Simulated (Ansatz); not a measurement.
**Sr₂CdP₃, before and after**

A trial structure of Sr₂CdP₃ was built thus: random cell by space group and Wyckoff sites (P6/mmm, No. 191). Its size is a rough estimate.

POSCAR.start

```
Sr Cd P
1.0
     5.01325    0.00000    0.00000
    -2.50663    4.34160    0.00000
     0.00000    0.00000    7.23007
Sr Cd P
2 1 3
Direct
  0.33333 0.66667 0.50000
  0.66667 0.33333 0.50000
  0.00000 0.00000 0.00000
  0.00000 0.00000 0.75327
  0.00000 0.00000 0.24673
  0.00000 0.00000 0.50000
```

All numbers below come from Ansatz 0.2.0, DFT PBE, scalar-relativistic, plane waves, PAW. Cutoff 420 eV, Gaussian smearing, Γ-centred meshes. Cell and atoms relax first on a coarse mesh and then on a finer one. In between, the cell is made exact in the group found at 0.06 Å. In metals the finer mesh still leaves noise of several meV/atom or more. The steps can't lower the symmetry of their start. No spin polarisation.

POSCAR.end

```
Sr Cd P
1.0
     5.21874    0.00000    0.00000
    -2.60937    4.51956    0.00000
     0.00000    0.00000    9.41522
Sr Cd P
2 1 3
Cartesian
  0.0000 3.0130 4.7076
  2.6094 1.5065 4.7076
  0.0000 0.0000 0.0000
  0.0000 0.0000 6.9979
  0.0000 0.0000 2.4173
  0.0000 0.0000 4.7076
```

The symmetry stays P6/mmm (No. 191). The volume per atom grows by 41.1 %, from 26.2 to 37.0 Å³. The shortest distance goes from 1.78 Å (Cd–P) to 2.29 Å (P–P). The ratio c/a of the conventional cell changes by a factor of 1.25. The energy falls by about 2.1 eV/atom (the start's value is from the coarse mesh).

- Volume per atom: 37.01 Å³
- Density: 2.85 g/cm³
- Energy over the elements: +0.28 eV/atom
- Gap on the 12×12×4 mesh of the 6-atom cell: 0 eV (a metal)

The zero of energy is the elements' standard structures at the same level; no fitted shifts are applied. The references include black phosphorus. It can't be a ground state, since the elements alone are lower.

The last run used Gaussian smearing of 0.10 eV. An odd number of electrons in the primitive cell allows no gap without spin; a larger cell or a magnetic state could open one. The cell is a metal run without spin; a magnetic state may lie lower. The reference form of P is held partly by dispersion forces, which this level lacks. A structure relaxed within its symmetry needn't be a true minimum. In all, the 3 runs took 2.2 min on 1 thread of AMD EPYC 7B13 (Zen 3) (shared host).
